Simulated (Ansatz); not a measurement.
One crystal and one scan (energy over volume and axial ratio) at two levels, r2SCAN (plane waves to 500 eV, PAW, scalar-relativistic; Ansatz, an electronic-structure program) and PBE (plane waves to 420 eV, PAW, scalar-relativistic; Ansatz), each from its own relaxed cell and on its own mesh. The cell shown is that of r2SCAN.

BN (zinc blende)

```
CELL_PARAMETERS angstrom
      0.00000     1.80487     1.80487
      1.80487     0.00000     1.80487
      1.80487     1.80487     0.00000
ATOMIC_POSITIONS crystal
  N  0.75000 0.75000 0.75000
  B  0.00000 0.00000 0.00000
```

Two coordinates are scanned: the volume, and the ratio of the stretch along z (the conventional c axis) to the stretch across it. Atoms keep their fractional coordinates.

The energy includes the smearing's −TS. BN was relaxed with its symmetry unable to fall. Percentages come from the unrounded values.

Results of r2SCAN:

```
Item                                                         Result
-----------------------------------------------------------  ------
Lattice constant a (Å)                                        3.610
Band gap of the relaxed cell, no spin-orbit coupling (eV)      5.00
Shear modulus C′ = (C11 − C12)/2 (fit, atoms clamped) (GPa)     324
```

Task: What does PBE give for the same quantities?

Result: 
```
quantity                                                       PBE     r2SCAN − PBE
-----------------------------------------------------------  -----  ---------------
Lattice constant a (Å)                                       3.625  -0.015 (-0.4 %)
Band gap of the relaxed cell, no spin-orbit coupling (eV)     4.46    +0.54 (+12 %)
Shear modulus C′ = (C11 − C12)/2 (fit, atoms clamped) (GPa)    305     +19 (+6.1 %)
```

r2SCAN gives the higher value for: band gap of the relaxed cell, no spin-orbit coupling; shear modulus C′. r2SCAN gives the lower value for: lattice constant a.

(A scan under strain: stresses follow from slopes of the energy per volume, elastic moduli from its curvatures.)
